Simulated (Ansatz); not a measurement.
NbAg:
```cif
data_AgNb
_chemical_formula_sum 'Ag1 Nb1'
_space_group_name_H-M_alt 'P 1'
_space_group_IT_number 1
_cell_length_a 3.80511
_cell_length_b 3.80511
_cell_length_c 3.80511
_cell_angle_alpha 60.000
_cell_angle_beta 60.000
_cell_angle_gamma 60.000
loop_
_space_group_symop_operation_xyz
  'x, y, z'
loop_
_atom_site_label
_atom_site_type_symbol
_atom_site_fract_x
_atom_site_fract_y
_atom_site_fract_z
_atom_site_occupancy
Ag1 Ag 0.00000 0.00000 0.00000 1
Nb1 Nb 0.50000 0.50000 0.50000 1
```

Relaxed with PBEsol.

Question: Decompose the optical modes at the zone centre into irreducible representations, and say which are infrared and Raman allowed.

Answer: Point group m-3m: Γ_opt = T1u. Infrared: T1u. Raman: none.

Question: Assign frequencies (DFPT, DFT-PBEsol in the program Ansatz with PAW potentials).

Answer: T1u 175 cm⁻¹.

Space group Fm-3m (rock salt). The start of the workflow was typed in or built on a structure type; neither database checked (COD, Materials Project) lists it. Its standing as an ambient phase is unchecked. Symmetry was held in the PBEsol relaxation. At this level the phase is mechanically unstable. The run is not spin-polarised. Its formation energy is positive at this level, so the cell may be metastable or incomplete. As this level gives no gap, phonon frequencies hold no LO–TO term and depend on the k-mesh and smearing (Fermi–Dirac, 0.1 eV here).

Potentials: the earlier of the program's two PAW sets. The files were generated under PBE; for other functionals the program regenerates the frozen cores, and for LDA and PBEsol the local potential too.
